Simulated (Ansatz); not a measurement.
## Squeezing Ni (fcc type)

```yaml
crystal:
  lattice:
    - [0.00000, 1.73161, 1.73161]
    - [1.73161, 0.00000, 1.73161]
    - [1.73161, 1.73161, 0.00000]
  atoms:
    - { symbol: Ni, position: [0.00000, 0.00000, 0.00000] }
```

The cell comes from a relaxation on PAW files under the same functional.

Its volume is scaled at fixed shape and fractional positions.

Level of theory: DFT with PBEsol, scalar-relativistic, in Ansatz 0.2.0; a Γ-centred 20×20×20 k mesh, Fermi–Dirac smearing of 0.05 eV, spin-polarised from start moments Ni 1 μB. LAPW: all electrons, basis error target 1 meV/atom; PAW: frozen-core files, cutoff 420 eV; crystal datasets: all electrons, by PAW datasets that the program makes for each cell; norm-conserving: pseudopotentials, cutoff 1333 eV; PAW (cutoff 1000 eV): frozen-core files, cutoff 1000 eV.

Energies are extrapolated to zero smearing and count from the unscaled cell; pressure is positive in compression; gaps take the mesh and a band path. No temperature or zero-point motion is included.

The magnetic state is the one reached from the start moments; other orders weren't searched. The PAW files were made under PBE.

```
V/V0  V (Å³/atom)  P LAPW (GPa)  ΔE LAPW (eV/atom)  P PAW − LAPW (GPa)  ΔE PAW − LAPW (meV/atom)  moment (μB/cell)
1.00        10.38          0.02              0.000                0.02                       0.0              0.63
0.94         9.76         16.62              0.030                0.03                       0.1              0.62
0.88         9.14          40.2              0.138                0.04                       0.2              0.61
0.80         8.31          88.0              0.460                0.02                       0.4              0.57
0.72         7.48         165.8              1.101               -0.11                       0.2              0.50
0.64         6.65         296.8                  ?               -0.33                      -0.9              0.43
0.55         5.71         562.7              4.695               -0.27                      -3.3              0.00
0.45         4.67          1186             10.088               -0.84                      -4.1              0.00
```

Question: Fill in "ΔE LAPW (eV/atom)" for the row "0.64".

Answer: 2.270.

Question: From the table, what is the rise of the enthalpy H = E + pV up to the last row, and how stiff is the crystal between the last two rows?

Answer: ΔH = 10.088 eV + (1186 GPa × 4.67 Å³ − 0.02 GPa × 10.38 Å³) × 0.006242 eV/(GPa·Å³) = 44.69 eV/atom, of which pV makes 77 %. The mean bulk modulus there is −ΔP/Δln V = 3110 GPa.

Question: At the smallest volume, how far do crystal datasets and norm-conserving and PAW (cutoff 1000 eV) lie from LAPW in pressure?

Answer: crystal datasets: 0.00 GPa; norm-conserving: -19.01 GPa; PAW (cutoff 1000 eV): -3.02 GPa, on a LAPW pressure of 1186 GPa.

Question: How do the Löwdin populations by LAPW change from the unscaled cell to the last row?

Answer: Ni 3s 1.99 → 1.94, Ni 4s 0.99 → 0.86, Ni 3d 8.81 → 9.05 electrons an atom. These are projections on the shells that the free atoms fill; 0.22 e a cell lies outside them at the start and 0.17 e at the end.

Question: Where is the magnetism lost?

Answer: By V/V0 = 0.55 (562.7 GPa) the moment has died away, since the bands widen under compression.
